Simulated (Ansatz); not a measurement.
Q: Name crystals whose computed values (plane-wave PAW PBEsol (Ansatz code)) fall in these windows: G_Hill (GPa) 25 to 33; highest Γ mode, no LO–TO term (cm⁻¹) 180 to 240.

A: 

```json
[
 {"crystal": "Sc, dhcp (α-La type)", "G_Hill (GPa)": "28.2", "highest Γ mode, no LO–TO term (cm⁻¹)": "215"},
 {"crystal": "GaSb, zinc blende", "G_Hill (GPa)": "31.0", "highest Γ mode, no LO–TO term (cm⁻¹)": "219"},
 {"crystal": "InAs, zinc blende", "G_Hill (GPa)": "26.6", "highest Γ mode, no LO–TO term (cm⁻¹)": "209"}
]
```
Others may fit too.

Built on a structure type that need not be the filed one of that space group: Sc, dhcp (α-La type). Not the usual ambient phase: Sc, dhcp (α-La type). All cells were relaxed under the symmetry of their starts (and spin orders); stability against distortions was not tested throughout. Named crystals with no word on spin ran without spin polarisation. Scalar-relativistic: spin–orbit coupling is off unless named, which matters more the heavier the elements.

Potentials: the earlier of the program's two PAW sets. The files were generated under PBE; for other functionals the program regenerates the frozen cores, and for LDA and PBEsol the local potential too.
